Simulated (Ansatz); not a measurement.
Values for one crystal, relaxed and computed with plane-wave PAW PBEsol (Ansatz code); other levels are named.

- Volume per atom = 19.48 Å³
- Electronic character = metallic (no gap)
- Elastic constants (relaxed ions, GPa) = C11 = 292, C12 = 56.5, C44 = -12.3
- Density of states at the Fermi level = 1.5 states/eV per atom (mean over ±0.08 eV)
- Gap with spin–orbit coupling = none (metallic)
- Bulk modulus (Birch–Murnaghan fit) = 135 GPa
- Formation energy from the elements (no fitted shifts) = 1.19 eV/atom

### Question
Pick the material that matches.
(A) AlPd, rock salt
(B) AlNi, rock salt
(C) NbAg, rock salt
(D) NbAl3, I4/mmm (Al on 2b, Al on 4d, Nb on 2a)

### Answer
C, NbAg, rock salt

Space group Fm-3m (rock salt). The start of the workflow was typed in or built on a structure type; neither database checked (COD, Materials Project) lists it. Whether it is the stable phase at ambient conditions was not checked. Symmetry was held in the PBEsol relaxation. At this level the phase is mechanically unstable. No spin polarisation was allowed. Its formation energy is positive at this level, so the cell may be metastable or incomplete. As this level gives no gap, shear constants depend on the k-mesh and smearing (Fermi–Dirac, 0.1 eV here). The references are the lowest solids computed at this level, not always the standard phases. Scalar-relativistic: spin–orbit coupling is off unless named, which matters more the heavier the elements.

Potentials: the later of the program's two PAW sets.
